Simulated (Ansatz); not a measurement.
MnV₂O₆:
```cif
data_Mn2O12V4
_chemical_formula_sum 'Mn2 V4 O12'
_space_group_name_H-M_alt 'C2/m'
_space_group_IT_number 12
_space_group_name_Hall '-C 2y'
_cell_length_a 9.31073
_cell_length_b 3.49059
_cell_length_c 6.69146
_cell_angle_alpha 90.000
_cell_angle_beta 112.638
_cell_angle_gamma 90.000
loop_
_atom_site_label
_atom_site_type_symbol
_atom_site_symmetry_multiplicity
_atom_site_Wyckoff_symbol
_atom_site_fract_x
_atom_site_fract_y
_atom_site_fract_z
_atom_site_occupancy
Mn1 Mn 2 c 0.50000 0.50000 0.50000 1
V1 V 4 i 0.19026 0.00000 0.15104 1
O1 O 4 i 0.34652 0.00000 0.38659 1
O2 O 4 i 0.03426 0.00000 0.21793 1
O3 O 4 i 0.19311 0.50000 0.06506 1
```
(The calculation used a cell of 9 atoms; values per cell refer to that cell.)
The run is spin-polarised.

Relaxed at zero pressure with the program Ansatz at the r²SCAN level (PAW).

**Question.** The volume is lowered by 9 % and shape and atoms relax at that volume. What pressure results, and how do the axes share the change?

**Answer.** 11.1 GPa; a -2.6 %, b -0.9 %, c -4.4 %; the energy rises by 29 meV/atom.

**Question.** Give the new structure.

**Answer.** 
Space group C2/m (No. 12); a = 9.070 Å, b = 3.460 Å, c = 6.399 Å, α = γ = 90.00°, β = 114.56°

```csv
atom,site,symmetry,x,y,z
Mn,2c,2/m,0.5000,0.5000,0.5000
V,4i,m,0.1832,0.0000,0.1447
O,4i,m,0.3453,0.0000,0.4006
O,4i,m,0.0201,0.0000,0.2083
O,4i,m,0.1909,0.5000,0.0639
```

The phase is kept; no other phase was compared at this pressure.

The workflow started from a Materials Project entry (that database holds measured and hypothetical structures alike); the Crystallography Open Database files this formula in space group No. 12, but the cells were not matched. Its standing as an ambient phase is unchecked. The r²SCAN relaxation kept the symmetry of its start; its stability against distortions is not shown here. Magnetic state: ferromagnetic, chosen from 4 collinear starts compared on coarse meshes (ties went to the first, and starts can fall back to one state), not a proven ground state. Other orbital occupations within this spin state were not tried. No Hubbard U is applied.

Potentials: the later of the program's two PAW sets.
